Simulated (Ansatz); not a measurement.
**A trial form of PN**

Computed with DFT PBE, scalar-relativistic, plane waves, PAW (Ansatz). Cutoff 420 eV, Gaussian smearing, Γ-centred meshes. Cell and atoms relax first on a coarse mesh and then on a converged one. In between, the cell is made exact in the group found at 0.06 Å. The steps can't lower the symmetry of their start. No spin polarisation in the relaxation; trial moments died out in a coarse test.

Recipe of this trial structure of PN: 3-, 4-connected net, elements by coordination (Imm2, No. 44). The dimensions are guesses.

```cif
data_structure
_symmetry_space_group_name_H-M 'P 1'
_symmetry_Int_Tables_number 1
_cell_length_a 3.7993
_cell_length_b 3.7993
_cell_length_c 3.7993
_cell_angle_alpha 137.113
_cell_angle_beta 89.655
_cell_angle_gamma 105.862
_cell_volume 34.29
loop_
_atom_site_label
_atom_site_type_symbol
_atom_site_fract_x
_atom_site_fract_y
_atom_site_fract_z
_atom_site_occupancy
P1 P 0.25895 0.60571 0.65324 1
P2 P 0.95247 0.60571 0.34676 1
N1 N 0.01163 0.26301 0.74862 1
N2 N 0.51439 0.26301 0.25138 1
```

The zero of energy is the elements' standard structures at the same level (N₂ as a molecule); no fitted shifts are applied. The references include black phosphorus.

Task: What does it relax into?

Result: The symmetry stays Imm2 (No. 44). The volume per atom grows by 118.1 %, from 8.6 to 18.7 Å³. The shortest distance goes from 1.65 Å (P–N and P–P) to 1.73 Å (P–N). The energy falls by about 1.7 eV/atom (the start's value is from the coarse mesh). Conventional cell: a = 2.704 Å, b = 13.272 Å, c = 4.167 Å. P is surrounded by 3 N at 1.73–1.82 Å; N has 3 P at 1.73–1.82 Å.

```
CELL_PARAMETERS angstrom
-1.35207 6.63622 2.08354
1.35207 -6.63622 2.08354
1.35207 6.63622 -2.08354
ATOMIC_POSITIONS crystal
P 0.24590 0.56762 0.67828
P 0.88934 0.56762 0.32172
N 0.08835 0.30110 0.78725
N 0.51384 0.30110 0.21275
```

Task: Give its energy and gap.

Result: The formation energy is −0.009 eV/atom and the gap on the 12×12×12 mesh of the 4-atom cell is 1.48 eV.

The formation energy is too near zero to say whether this cell lies below the elements.

The last run used Gaussian smearing of 0.02 eV. No dispersion correction is applied, so the spacing and binding between layers, chains or molecules are poorly described. Kohn–Sham gaps at this level usually fall short of measured ones. The reference form of P is held partly by dispersion forces, which this level lacks. Symmetry constrained the relaxation, so the result can be a saddle point.
